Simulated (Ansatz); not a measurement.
Mg (bcc (W type), Im-3m) at seven volumes, the program Ansatz at the r²SCAN level (PAW), scaled uniformly. One row is withheld.

```tsv
V (Å³/atom)	P (GPa)
20.515	4.39
21.192	?
21.868	1.25
22.544	0.00
23.221	-1.08
23.897	-2.01
24.573	-2.82
```

**Question.** Fit the shown pressures and predict the withheld one.

**Answer.** P = (3/2)B₀(x^(7/2) − x^(5/2))[1 + (3/4)(B′ − 4)(x − 1)] with x = (V₀/V)^(2/3). Least squares on the six rows gives V₀ = 22.544 Å³/atom, B₀ = 38.7 GPa, B′ = 3.91. At V = 21.192, x = 1.0421 and P = 2.70 GPa. The run itself gave 2.70 GPa.

The first step of the workflow began from a Materials Project structure, measured or hypothetical; the Crystallography Open Database copy checked does not list it. It is not the phase usual at ambient conditions (space group No. 194). The cell was relaxed with r²SCAN under the symmetry of its start; whether a distortion lowers the energy is not shown.

Potentials: the earlier of the program's two PAW sets.
